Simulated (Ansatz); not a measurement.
YF₃:
Space group Pnma (No. 62); a = 6.331 Å, b = 6.839 Å, c = 4.369 Å, α = β = γ = 90.00°

```tsv
atom	site	symmetry	x	y	z
Y	4c	.m.	0.3691	0.2500	0.0613
F	8d	1	0.1651	0.0631	0.3780
F	4c	.m.	0.0231	0.2500	0.9105
```

Relaxed with PBEsol. The program Ansatz at the PBEsol level (PAW) gives a gap of 7.89 eV.

**Question.** What gap does HSE06 give on the same cell (Ansatz, PAW)?

**Answer.** 10.33 eV, 2.45 eV more. The hybrid was solved on a coarser mesh and at special points; its gap is the smallest among all of these.

```json
[
 {"k": "Γ", "v1 PBEsol": "-0.05", "c1 PBEsol": "7.90", "v1 HSE06": "0.00", "c1 HSE06": "10.35"},
 {"k": "X", "v1 PBEsol": "-0.14", "c1 PBEsol": "8.14", "v1 HSE06": "…", "c1 HSE06": "…"},
 {"k": "Z", "v1 PBEsol": "0.00", "c1 PBEsol": "7.89", "v1 HSE06": "-0.01", "c1 HSE06": "10.33"},
 {"k": "U", "v1 PBEsol": "-0.04", "c1 PBEsol": "7.93", "v1 HSE06": "…", "c1 HSE06": "…"},
 {"k": "Y", "v1 PBEsol": "-0.16", "c1 PBEsol": "8.12", "v1 HSE06": "-0.13", "c1 HSE06": "10.57"},
 {"k": "S", "v1 PBEsol": "-0.16", "c1 PBEsol": "8.34", "v1 HSE06": "…", "c1 HSE06": "…"},
 {"k": "T", "v1 PBEsol": "-0.10", "c1 PBEsol": "8.07", "v1 HSE06": "-0.11", "c1 HSE06": "10.53"},
 {"k": "R", "v1 PBEsol": "-0.22", "c1 PBEsol": "8.22", "v1 HSE06": "…", "c1 HSE06": "…"}
]
```

**Question.** Top valence (v1) and lowest conduction level (c1) in eV from each method's valence maximum (which need not be a listed point): supply the withheld HSE06 values.

**Answer.** 
- S, v1 HSE06: -0.14
- S, c1 HSE06: 10.79
- U, v1 HSE06: -0.05
- U, c1 HSE06: 10.37
- X, v1 HSE06: -0.11
- X, c1 HSE06: 10.59
- R, v1 HSE06: -0.23
- R, c1 HSE06: 10.67

Cost on shared cores: the PBEsol run (SCF on a 5×4×6 mesh, then bands and DOS) around 5 core-minutes (rough), the HSE06 run (SCF on 3×3×4, then a few points) about 14 core-minutes (a rough figure); the tasks are unlike.

The workflow started from a Materials Project entry (that database holds measured and hypothetical structures alike); the Crystallography Open Database files this formula in space group No. 62, but the cells were not matched. Whether it is the stable phase at ambient conditions was not checked. Symmetry was held in the PBEsol relaxation; of distortions, only those at the zone centre were tested. No spin polarisation was allowed. Scalar-relativistic: spin–orbit coupling is off unless named, which matters more the heavier the elements.

Potentials: the later of the program's two PAW sets.
